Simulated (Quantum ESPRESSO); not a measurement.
```
BP
1.0
    3.17991     0.00000     0.00000
   -1.58996     2.75388     0.00000
    0.00000     0.00000     5.27414
B P
2 2
Cartesian
  1.58996   0.91796   2.63935
  0.00000   1.83592   0.00228
  1.58996   0.91796   4.61260
  0.00000   1.83592   1.97553
```

Cell and atoms were relaxed with PBEsol from Materials Project entry mp-1008559, within its symmetry.

### Question
What does norm-conserving PBEsol (Quantum ESPRESSO, 76 Ry, without SOC) give for the electronic structure near the Fermi level?

### Answer
The PBEsol gap is indirect, 0.83 eV, from Γ to K; the smallest direct gap is 2.69 eV. 

This is not the ordinary phase of the substance; no match was found in the copy of COD used, and its stability was not checked.
